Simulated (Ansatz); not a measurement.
With r²SCAN in the plane-wave PAW code Ansatz, SrHfN₂ in the orthorhombic phase (Pna2_1; Sr on 4a, Hf on 4a, N on 4a, N on 4a) relaxes to a = 6.386 Å, b = 7.894 Å, c = 5.752 Å. Hf has 4 nearest neighbours from 2.03 Å (tetrahedral). Against the elements it lies at -1.59 eV/atom, with no fitted shifts.

The Kohn–Sham gap is 2.58 eV (direct). The valence maximum lies at Γ and the conduction minimum at Γ. Electrons at the band edge weigh 0.39, 0.42, 0.42 mₑ (principal values). The hole mass is 0.79, 0.97, 1.4 mₑ (principal values).

Bader charges are Sr +1.48, Hf +2.26, N -1.89 to -1.85 e.

The start of the workflow was typed in or built on a structure type; neither database checked (COD, Materials Project) lists it. Its standing as an ambient phase is unchecked. The r²SCAN relaxation kept the symmetry of its start; its stability against distortions is not shown here. No spin polarisation was allowed. The references are the lowest solids computed at this level, not always the standard phases (solids in place of the gases). Scalar-relativistic: spin–orbit coupling is off unless named, which matters more the heavier the elements.

Potentials: the earlier of the program's two PAW sets. The files were generated under PBE; for other functionals the program regenerates the frozen cores, and for LDA and PBEsol the local potential too.
